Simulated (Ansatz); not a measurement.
The calculation used Ansatz 0.2.0, DFT PBE, scalar-relativistic, plane waves, PAW. Settings: cutoff 420 eV, Γ-centred meshes spaced at most about 0.3 Å⁻¹, and about 0.25 Å⁻¹ or finer for metals (2π included), Gaussian smearing. Collinear spin in cells that started with moments and kept them past the coarse steps, no spin elsewhere.

Temperature and zero-point effects are left out.

Two forms of TiTe₃Mo were relaxed alike.

A. (site moments Ti -0.9; Mo 2.2 μB)

```
CELL_PARAMETERS angstrom
3.76243 0.00000 0.00000
0.00000 3.76243 0.00000
0.00000 0.00000 10.19369
ATOMIC_POSITIONS crystal
Ti 0.00000 0.00000 0.50000
Te 0.50000 0.50000 0.65039
Te 0.50000 0.50000 0.34961
Te 0.50000 0.50000 0.00000
Mo 0.00000 0.00000 0.00000
```

B. (no spin)

```
CELL_PARAMETERS angstrom
3.76641 0.00000 0.00000
0.00000 3.76641 0.00000
0.00000 0.00000 9.00993
ATOMIC_POSITIONS crystal
Ti 0.50000 0.50000 0.50000
Te 0.50000 0.50000 0.00000
Te 0.00000 0.00000 0.21200
Te 0.00000 0.00000 0.78800
Mo 0.00000 0.00000 0.50000
```

Question: Which form is favoured at zero pressure, and by what margin per atom?

Answer: A is lower, by 77 meV/atom. A has space group P4/mmm (No. 123), 28.9 Å³/atom and no gap on its mesh; B has space group P4/mmm (No. 123), 25.6 Å³/atom and no gap. Counting Te atoms around Mo and Ti (those within 1.25 times the shortest such distance or 1.15 times the sum of covalent radii; a plus sign parts nearer from farther groups; the shortest distance is added where it is long for a bond), A has Ti 8, Mo 4 and B has Ti 8+2 from 3.7 Å, Mo 2. Their magnetic states differ too, which can make part of the margin. Even the lower one lies +0.37 eV/atom against the reference forms of the elements (uncorrected), so neither is stable at this level. In A, around Ti lie 8 Te at 3.07 Å and 4 Ti at 3.76 Å; Te on a site of symmetry 4mm has 1 Te at 3.07 Å, 4 Ti at 3.07 Å, 1 Te at 3.56 Å and 4 Te at 3.76 Å; Mo is surrounded by 4 Te at 2.66 Å; 1 more site not described. In B, Ti is surrounded by 4 Mo at 2.66 Å, 8 Te at 3.72 Å, 4 Ti at 3.77 Å and 2 Te at 4.50 Å; around Te on a site of symmetry 4/mmm lie 8 Te at 3.28 Å and 4 Te at 3.77 Å; around Mo lie 2 Te at 2.59 Å and 4 Ti at 2.66 Å; 1 more site not described. Both come from invented guesses.

No dispersion correction is applied, so the spacing and binding between layers, chains or molecules are poorly described (P4/mmm at 28.9 Å³/atom), and this can change margins and order among such cells. Spin–orbit coupling, which can matter for Te, is left out. The magnetic state reached may not be the lowest. Cells relaxed within their symmetry can be saddle points. Some types were kept out of the candidates beforehand, so the set may lack a known form.
